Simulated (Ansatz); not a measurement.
Input and command of a calculation in Ansatz (plane waves; scalar-relativistic PAW potentials unless the input names others):

```yaml
crystal:
  lattice:
    - [0.0, 1.9920225, 1.9920225]
    - [1.9920225, 0.0, 1.9920225]
    - [1.9920225, 1.9920225, 0.0]
  atoms:
    - { symbol: Ag, position: [0.0, 0.0, 0.0] }
basis:
  ecutwfc: 30
kpoints:
  mp_grid: { grid: [20, 20, 20] }
hamiltonian:
  xc: pbesol
scf:
  occupations: { method: gaussian, width: 0.15 }
  max_iter: 50
output:
  forces: true
  eigenvalues: true
  stress: true
```

```bash
ansatz run input.yaml --threads 1 --pin off --max-ram 2560MiB --backend cpu --events-out ev --progress --plain --runs-dir out
```

Q: What is wrong with this input?

A: The program refuses it, because of a cutoff far too low (basis.ecutwfc: 420 → 30). With the sound run's settings it is accepted.

Abridged log:
```
Error: inconsistent input (basis.ecutwfc, kpoints): the smallest per-k basis holds n_pw = 4 plane waves (k-point 255, counted from 0 among those solved) but the deck needs at least 11 band(s) per channel, and no run solves more bands than the smallest per-k basis has plane waves; raise basis.ecutwfc until the smallest per-k basis, which caps the automatic band count, holds at least 11 plane waves
```